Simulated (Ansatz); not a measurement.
NiSi2 (fluorite type, space group Fm-3m)

```cif
data_Ni4Si8
_chemical_formula_sum 'Ni4 Si8'
_space_group_name_H-M_alt 'Fm-3m'
_space_group_IT_number 225
_space_group_name_Hall '-F 4 2 3'
_cell_length_a 5.38703
_cell_length_b 5.38703
_cell_length_c 5.38703
_cell_angle_alpha 90.000
_cell_angle_beta 90.000
_cell_angle_gamma 90.000
loop_
_atom_site_label
_atom_site_type_symbol
_atom_site_symmetry_multiplicity
_atom_site_Wyckoff_symbol
_atom_site_fract_x
_atom_site_fract_y
_atom_site_fract_z
_atom_site_occupancy
Ni1 Ni 4 a 0.00000 0.00000 0.00000 1
Si1 Si 8 c 0.25000 0.25000 0.25000 1
```
(The calculation used a cell of 3 atoms; values per cell refer to that cell.)

The volume is varied about the relaxed value V₀ at fixed cell shape. Symmetry pins the atoms to their sites.

All values below come from r2SCAN (plane waves to 500 eV, PAW, scalar-relativistic; Ansatz, a program for electronic structure). k mesh 16×16×16 (Γ-centred), Fermi-Dirac smearing 0.05 eV. The energy includes the smearing's −TS. Compression counts positive. On this mesh the relaxed cell isn't quite at rest: it carries a pressure of -0.2 GPa (compression positive) at the zero of the scan. NiSi2 is run without spin polarisation. NiSi2 was relaxed with its symmetry unable to fall. The zero of ΔE is the relaxed starting cell.

```json
[
 {"V/V₀": "0.940", "ΔE (meV/atom)": "26", "P (GPa)": "11.6"},
 {"V/V₀": "0.955", "ΔE (meV/atom)": "14", "P (GPa)": "8.2"},
 {"V/V₀": "0.970", "ΔE (meV/atom)": "6", "P (GPa)": "5.2"},
 {"V/V₀": "0.985", "ΔE (meV/atom)": "1", "P (GPa)": "2.4"},
 {"V/V₀": "1.000", "ΔE (meV/atom)": "0", "P (GPa)": "-0.2"},
 {"V/V₀": "1.015", "ΔE (meV/atom)": "2", "P (GPa)": "-2.5"},
 {"V/V₀": "1.030", "ΔE (meV/atom)": "6", "P (GPa)": "-4.6"},
 {"V/V₀": "1.045", "ΔE (meV/atom)": "13", "P (GPa)": "-6.6"},
 {"V/V₀": "1.060", "ΔE (meV/atom)": "22", "P (GPa)": "-8.4"}
]
```

Summary:

```
Quantity                                                   Value
-------------------------------------------------  -------------
Pressure at the smallest volume                         11.6 GPa
Energy cost of the largest compression               26 meV/atom
Energy cost of the largest expansion                 22 meV/atom
Bulk modulus B₀ (third-order Birch-Murnaghan fit)        163 GPa
Pressure derivative B₀′ (fit)                                4.9
Equilibrium volume of the fit                      13.02 Å³/atom
Pressure for 5 % compression (fit)                       9.5 GPa
```

(Under strain, the slope of the energy per volume gives the stress and its curvature an elastic modulus.)
